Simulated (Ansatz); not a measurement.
**ZnO with Gd replacing Zn: gradients before and after relaxing the atoms**

Start: a supercell of ZnO (wurtzite type, P6_3mc) built from a COD entry, with all atoms left at the host's positions.

```cif
data_structure
_symmetry_space_group_name_H-M 'P 1'
_symmetry_Int_Tables_number 1
_cell_length_a 6.4986
_cell_length_b 9.7479
_cell_length_c 10.4114
_cell_angle_alpha 90.000
_cell_angle_beta 90.000
_cell_angle_gamma 120.000
_cell_volume 571.18
loop_
_atom_site_label
_atom_site_type_symbol
_atom_site_fract_x
_atom_site_fract_y
_atom_site_fract_z
_atom_site_occupancy
Gd1 Gd 0.16667 0.22222 0.25000 1
Zn2 Zn 0.16667 0.22222 0.75000 1
Zn3 Zn 0.16667 0.55556 0.25000 1
Zn4 Zn 0.16667 0.55556 0.75000 1
Zn5 Zn 0.16667 0.88889 0.25000 1
Zn6 Zn 0.16667 0.88889 0.75000 1
Zn7 Zn 0.66667 0.22222 0.25000 1
Zn8 Zn 0.66667 0.22222 0.75000 1
Zn9 Zn 0.66667 0.55556 0.25000 1
Zn10 Zn 0.66667 0.55556 0.75000 1
Zn11 Zn 0.66667 0.88889 0.25000 1
Zn12 Zn 0.66667 0.88889 0.75000 1
Zn13 Zn 0.33333 0.11111 0.00000 1
Zn14 Zn 0.33333 0.11111 0.50000 1
Zn15 Zn 0.33333 0.44444 0.00000 1
Zn16 Zn 0.33333 0.44444 0.50000 1
Zn17 Zn 0.33333 0.77778 0.00000 1
Zn18 Zn 0.33333 0.77778 0.50000 1
Zn19 Zn 0.83333 0.11111 0.00000 1
Zn20 Zn 0.83333 0.11111 0.50000 1
Zn21 Zn 0.83333 0.44444 0.00000 1
Zn22 Zn 0.83333 0.44444 0.50000 1
Zn23 Zn 0.83333 0.77778 0.00000 1
Zn24 Zn 0.83333 0.77778 0.50000 1
O25 O 0.33333 0.11111 0.18951 1
O26 O 0.33333 0.11111 0.68951 1
O27 O 0.33333 0.44444 0.18951 1
O28 O 0.33333 0.44444 0.68951 1
O29 O 0.33333 0.77778 0.18951 1
O30 O 0.33333 0.77778 0.68951 1
O31 O 0.83333 0.11111 0.18951 1
O32 O 0.83333 0.11111 0.68951 1
O33 O 0.83333 0.44444 0.18951 1
O34 O 0.83333 0.44444 0.68951 1
O35 O 0.83333 0.77778 0.18951 1
O36 O 0.83333 0.77778 0.68951 1
O37 O 0.16667 0.22222 0.43950 1
O38 O 0.16667 0.22222 0.93951 1
O39 O 0.16667 0.55556 0.43950 1
O40 O 0.16667 0.55556 0.93951 1
O41 O 0.16667 0.88889 0.43950 1
O42 O 0.16667 0.88889 0.93951 1
O43 O 0.66667 0.22222 0.43950 1
O44 O 0.66667 0.22222 0.93951 1
O45 O 0.66667 0.55556 0.43950 1
O46 O 0.66667 0.55556 0.93951 1
O47 O 0.66667 0.88889 0.43950 1
O48 O 0.66667 0.88889 0.93951 1
```

Atoms are numbered from 1 in the order listed; like atoms form one site, named after its first atom.

Computed with Ansatz: DFT, PBE, plane waves and PAW, scalar-relativistic, collinear spin, 420 eV cutoff, Γ-centred 3×2×2 k-points, Fermi–Dirac smearing 0.01 eV, cell charge +1. Start moments as typed (μB): 7 on each Gd, none on the rest.

The largest force at the start is 4.0 eV/Å. Relaxing the ions at fixed cell moves them by 0.223 Å at most (atom 27, O) and 0.080 Å rms.

```
site  atom  moved (Å)                   first shell before                    first shell after  V_zz before (10²¹ V/m²)  η before
  Gd     1      0.073                   4 O at 1.97–1.98 Å                   4 O at 2.14–2.18 Å                     0.79      0.06
 Zn2     2      0.075                   4 O at 1.97–1.98 Å                   4 O at 1.97–2.04 Å                     0.80      0.05
 Zn3     3      0.056                   4 O at 1.97–1.98 Å                   4 O at 1.93–1.98 Å                     1.08      0.33
 Zn5     5      0.060                   4 O at 1.97–1.98 Å                   4 O at 1.94–1.97 Å                     1.24      0.14
 Zn7     7      0.031                   4 O at 1.97–1.98 Å                   4 O at 1.95–1.97 Å                     1.43      0.72
 Zn9     9      0.098                   4 O at 1.97–1.98 Å                   4 O at 1.95–1.98 Å                     1.03      0.35
Zn11    11      0.091                   4 O at 1.97–1.98 Å                   4 O at 1.94–1.98 Å                     1.25      0.14
Zn13    13      0.124                   4 O at 1.97–1.98 Å                   4 O at 1.94–2.01 Å                     1.56      0.30
Zn19    19      0.124                   4 O at 1.97–1.98 Å                   4 O at 1.94–2.01 Å                     1.56      0.30
Zn15    15      0.136                   4 O at 1.97–1.98 Å                   4 O at 1.94–2.01 Å                     1.53      0.34
Zn16    16      0.101                   4 O at 1.97–1.98 Å                   4 O at 1.96–2.00 Å                     1.31      0.01
 O27    27      0.223  3 Zn at 1.97–1.98 Å, 1 Gd at 1.98 Å  3 Zn at 1.98–2.01 Å, 1 Gd at 2.16 Å                    -5.33      0.09
 O29    29      0.041                  4 Zn at 1.97–1.98 Å                  4 Zn at 1.93–1.98 Å                    -0.60      0.51
 O31    31      0.180  3 Zn at 1.97–1.98 Å, 1 Gd at 1.98 Å  3 Zn at 1.95–2.01 Å, 1 Gd at 2.15 Å                    -5.28      0.09
 O35    35      0.062                  4 Zn at 1.97–1.98 Å                  4 Zn at 1.95–1.98 Å                     0.79      0.78
 O37    37      0.140       1 Gd at 1.97 Å, 3 Zn at 1.98 Å  3 Zn at 1.99–2.00 Å, 1 Gd at 2.18 Å                    -5.89      0.03
```

**Question.** How do the gradients change?

**Answer.** 

| site | atom | V_zz after | η after | change of V_zz |
| --- | --- | --- | --- | --- |
| Gd | 1 | -3.59 | 0.38 | – |
| Zn2 | 2 | 2.02 | 0.11 | +1.22 |
| Zn3 | 3 | -1.94 | 0.77 | – |
| Zn5 | 5 | 1.66 | 0.90 | +0.42 |
| Zn7 | 7 | 2.07 | 0.72 | +0.64 |
| Zn9 | 9 | -1.86 | 0.56 | – |
| Zn11 | 11 | 1.99 | 0.94 | +0.74 |
| Zn13 | 13 | 3.51 | 0.71 | +1.95 |
| Zn19 | 19 | 3.35 | 0.78 | +1.79 |
| Zn15 | 15 | 3.39 | 0.92 | +1.86 |
| Zn16 | 16 | 1.95 | 0.74 | +0.64 |
| O27 | 27 | -5.39 | 0.20 | -0.06 |
| O29 | 29 | -0.81 | 0.36 | – |
| O31 | 31 | -5.37 | 0.15 | -0.09 |
| O35 | 35 | 0.64 | 0.41 | – |
| O37 | 37 | -5.09 | 0.04 | +0.80 |

The largest change of V_zz along a kept axis is on Zn13, from 1.56 to 3.51. The whole tensor moves most on Gd, by 3.25 along its most changed direction. Small gradients that grow severalfold: Zn8 (0.38 to 1.14), O32 (0.29 to -1.02), O26 (0.29 to -1.04). In per cent, |V_zz| changes by +34 to +155 on Zn, -13 to +2 on O (all sites that start above 0.5, bar those whose gradient vanishes or changes sign or whose main axis turns by over 40°). Where |V_zz| stays above 0.1 and the axes keep their order, η moves most on Zn16, from 0.01 to 0.74. On Zn7, Zn11, Zn5, Zn21 (not all in the table) V_xx and V_yy change places (or their axes turn by over 50°), so the two values of η hide a larger change. V_zz changes sign on O38 (same axis), O30 (axis turned by 14°) (not in the table). On Zn3, Zn9, O35, Gd, O29, Zn20, Zn14, O33 and 18 more sites (not all in the table) the largest principal value lies along another axis in the second run, so the two V_zz can't be compared directly. The table leaves out 32 of the 48 sites, with |V_zz| up to 5.35; their tensors move by 1.14 at most along any direction. The statements above cover all sites. The host's own positions weren't relaxed first, so part of the change far from the defect can be the host's relaxation.

The defect repeats with the cell of 48 atoms, so it feels its images: sites between two images don't show the values beside a lone defect, and zeros or small values of η there can come from the images' arrangement. O and Zn carry a gradient in the pure host already, so the values there aren't the defect's effect alone. The shape of the repeated cell lowers the symmetry of the defect's site from 3m to 1, so η and the spread among like neighbours partly reflect the cell. A uniform background compensates the cell's charge. Without spin–orbit coupling the gradients at and beside Gd can be off by some per cent, at some sites by more.
Before: With a gap of 0.8 eV on this mesh, small gradients can still move by 0.1 × 10²¹ V/m² or more as the k-mesh gets denser. The cell keeps the host's lattice, and with the defect in it the PBE pressure is 9 GPa (in a charged cell this depends on the convention for the mean potential). The neighbours have not yet relaxed around the defect (largest force 4.0 eV/Å), so the values at and beside it are those of a strained start, not of the defect in a real crystal.
After: With a gap of 0.9 eV on this mesh, small gradients can still move by 0.1 × 10²¹ V/m² or more as the k-mesh gets denser. The cell keeps the host's lattice, and with the defect in it the PBE pressure is 8 GPa (in a charged cell this depends on the convention for the mean potential).
